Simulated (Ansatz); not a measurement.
Li in its lowest state found on the top face of a (110) slab of AlRu (Pm-3m (No. 221)), 4 planes, outer planes AlRu (top) and AlRu (bottom); 1 a cell of 50.02 Å², its atoms last:

```xyz
33
Lattice="5.9472 0.0000 0.0000 0.0000 8.4106 0.0000 0.0000 0.0000 25.3079" Properties=species:S:1:pos:R:3 pbc="T T T"
Al    0.0000    2.1026    8.5000
Al    0.0000    6.3079    8.5000
Al    2.9736    2.1026    8.5000
Al    2.9736    6.3079    8.5000
Ru    1.4868    4.2053    8.5000
Ru    1.4868    0.0000    8.5000
Ru    4.4604    4.2053    8.5000
Ru    4.4604    0.0000    8.5000
Al    0.0000    4.2053   10.6026
Al    0.0000    0.0000   10.6026
Al    2.9736    4.2053   10.6026
Al    2.9736    0.0000   10.6026
Ru    1.4868    6.3079   10.6026
Ru    1.4868    2.1026   10.6026
Ru    4.4604    6.3079   10.6026
Ru    4.4604    2.1026   10.6026
Al    0.0454    6.3085   12.6814
Al   -0.0181    2.1030   12.7015
Al    2.9282    6.3085   12.6814
Al    2.9917    2.1030   12.7015
Ru    1.4868    0.0209   12.6899
Ru    1.4868    4.1844   12.6931
Ru    4.4604   -0.0106   12.6889
Ru    4.4604    4.2145   12.6939
Al    0.0019   -0.0049   14.8097
Al    0.0019    4.2182   14.8268
Al    2.9717   -0.0049   14.8097
Al    2.9717    4.2182   14.8268
Ru    1.4868    2.1091   14.7858
Ru    1.4868    6.3116   14.8730
Ru    4.4604    2.1049   14.8221
Ru    4.4604    6.3051   14.7096
Li    4.4604    6.9192   17.0192
```

Theory: Ansatz 0.2.0, DFT PBE+D3(BJ), scalar-relativistic, plane waves, PAW. Settings: cutoff 420 eV, Γ-centred mesh 5×4×1 on the computed 33-atom cell, Gaussian smearing of 0.10 eV; no spin polarisation. The cell repeats along c with a dipole correction in the vacuum.

The clean top face has a work function of 4.71 eV. Adsorption changes the slab's dipole along +c by Δp = +0.4954 e·Å a cell (+2.38 D an adsorbate).

Q: What change of work function does the Helmholtz equation give?

A: A sheet of dipoles makes a step in an electron's potential energy of −e·Δp/(ε0·A), and e/ε0 = 180.95 eV·Å for Δp in e·Å: −180.95 × (0.4954)/50.02 = -1.79 eV. This is the change of φ(top) − φ(bottom). If the bottom face is unmoved, φ(top) becomes 2.92 eV.

Q: How does that compare with the calculation?

A: φ(top) changes by -1.81 eV and φ(bottom) by -0.01 eV, so their difference changes by -1.80 eV. The bottom face hardly moves.

Q: What does the sign say about the electrons?

A: The change of dipole points out of the surface, so the work function falls. Electrons move towards the slab, or their spill-out is pushed back. Δp also holds the adsorbate's own dipole and the moves of the surface atoms, so it isn't a charge transfer alone.

Cost: 3 runs of about 2.7 core-hours in all, on Intel Xeon Processor @ 2.50GHz (Skylake/Cascade Lake) (shared hosts).